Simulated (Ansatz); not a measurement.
## Fields on a plane of Y (hcp, Mg type)

```
Y
1.0
    3.68257     0.00000     0.00000
   -1.84129     3.18920     0.00000
    0.00000     0.00000     5.69848
Y
2
Direct
  0.33333   0.66667   0.75000
  0.66667   0.33333   0.25000
```

The slice is a (-1 1 0 2) plane (indices of the conventional cell) through the point (0.333, 0.667, 0.750) (fractional), spanned by u = [110] and v = [1 -1 1] in vectors of this cell: u (3.68 Å) and v (8.55 Å, at 90° to u). It covers one period; positions are fractions (u, v).

Atoms on it: Y at (0.00, 0.00). Other atoms lie within 1 Å of the plane.

These are r2SCAN (plane waves to 500 eV, PAW, scalar-relativistic; Ansatz, a quantum-chemistry and plane-wave program) values and carry that method's errors. k mesh 15×15×8. These are valence fields of a PAW run, semicore shells included where kept as valence: close to a nucleus they are smooth pseudo fields. Y is run without spin polarisation. Y was relaxed with its symmetry unable to fall.

```
v \ u  0.00  0.08  0.17  0.25  0.33  0.42  0.50  0.58  0.67  0.75  0.83  0.92
-----  ----  ----  ----  ----  ----  ----  ----  ----  ----  ----  ----  ----
0.86   -0.7  -0.8  -0.9  -1.0  -1.0  -1.0  -1.0  -1.0  -1.0  -1.0  -0.9  -0.8
0.71   -1.0  -1.0  -1.0  -1.0  -1.0  -1.0  -0.9  -1.0  -1.0  -1.0  -1.0  -1.0
0.57   -1.0  -1.0  -1.0  -1.0  -1.0  -1.0  -1.0  -1.0  -1.0  -1.0  -1.0  -1.0
0.43    0.2   0.1  -0.2  -0.6  -0.9  -1.0  -1.0  -1.0  -0.9  -0.6  -0.2   0.1
0.29   -0.7  -0.8  -0.9  -1.0  -1.0  -1.0  -1.0  -1.0  -1.0  -1.0  -0.9  -0.8
0.14   -0.7  -0.8  -0.9  -1.0  -1.0  -1.1  -1.1  -1.1  -1.0  -1.0  -0.9  -0.8
0.00    0.5   0.6   0.4  -0.1  -0.7  -1.0  -1.0  -1.0  -0.7  -0.1   0.4   0.6
```

Values: log₁₀ of the valence density in e/Å³. The scale is logarithmic, as a density can span decades between atoms and voids.

```
|xxxxxxxx  ==**==  xxxxxx|
|xxxxxx  ..**##**..  xxxx|
|xxxx    ==######==    xx|
|    ..==**##%%##**==..  |
|==++++**##########**++++|
|%%%%####****++****####%%|
|@@@@%%##++======++##%%@@|
|@@@@%%**==--::--==**%%@@|
|@@@@%%**==::::::==**%%@@|
|@@%%%%**++------++**%%%%|
|######****++++++****####|
|++++++**************++++|
|  ..--++**##%%##**++--..|
|      ::++##%%##++::    |
|xxxx    ==##%%##==    xx|
|xxxxxx  --**##**--  xxxx|
|xxxxxx  ::**##**::  xxxx|
|xxxx    --**##**--    xx|
|      ..++##%%##++..    |
|    ::++##%%%%%%##++::  |
|--==++##%%@@@@@@%%##++==|
|++++**%%@@@@@@@@@@%%**++|
|--==++##%%@@@@@@%%##++==|
|    ..==##%%@@%%##==..  |
|xxxx    ==##%%##==    xx|
|xxxxxx  ..++##++..  xxxx|
|xxxxxxxx  ==**==  xxxxxx|
|xxxxxxxx  ==++==  xxxxxx|
```
Scale: ten equal steps from 1.00 (start of ' ') to 9.46 (end of '@'), in the order ' .:-=+*#%@'. Values: electrostatic potential energy of an electron, from the cell's mean, in eV. The map has 12 points along u (two characters each, u = 0 at the left) and 28 along v (v = 0 in the bottom row). Points within 1 Å of a nucleus are blanked (x), as the pseudised field means little there. Values under 1 eV are set to 1. The zero, the cell's mean, hangs on the PAW cores.
